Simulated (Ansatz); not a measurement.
Method: DFT PBE, scalar-relativistic, plane waves, PAW (Ansatz). Settings: cutoff 420 eV, Γ-centred meshes spaced at most about 0.3 Å⁻¹, and about 0.25 Å⁻¹ or finer for metals (2π included), Gaussian smearing. No spin polarisation in the final relaxations.

These are static total energies at zero pressure. All come from trial cells, and lower structures may exist.

Question: Order these relaxed structures of TeP2 by energy, lowest first, with the energy over the lowest of them.
A.

Space group P2_1 (No. 4). a = 4.472 Å, b = 8.721 Å, c = 5.097 Å, α = 90.00°, β = 90.86°, γ = 90.00°
```
atom  site  symmetry       x       y       z
  Te    2a         1  0.4879  0.4976  0.4993
   P    2a         1  0.2126  0.1677  0.7974
   P    2a         1  0.7848  0.6688  0.8037
```

B.

Space group P-6m2 (No. 187). a = 4.171 Å, b = 4.171 Å, c = 5.251 Å, α = 90.00°, β = 90.00°, γ = 120.00°
```tsv
atom	site	symmetry	x	y	z
Te	1a	-6m2	0.0000	0.0000	0.0000
P	2i	3m.	0.6667	0.3333	0.6971
```

Answer: A (0 meV/atom), B (66 meV/atom). Forms: A P2_1; B P-6m2. Counting all near atoms (for each partner element, those within 1.25 times its shortest distance or 1.15 times the sum of covalent radii, where it is the nearest in units of that sum or under 1.3; a plus sign parts groups by distance over the sum of covalent radii): A has Te 2, P 2; B has Te 6, P 1+3. A and B both hold P–P pairs. Even the lowest lies +0.42 eV/atom against the elements.

Weakly bound directions are ill-defined at this level, which has no dispersion term (P2_1), and this can change margins and order among such cells. These runs have no spin–orbit coupling, which can matter for Te. Cells relaxed within their symmetry can be saddle points. The P2_1 cell of TeP2 came from shaking the P-6m2 one. Some candidate types were left out of the draw beforehand, so a known form may be missing.
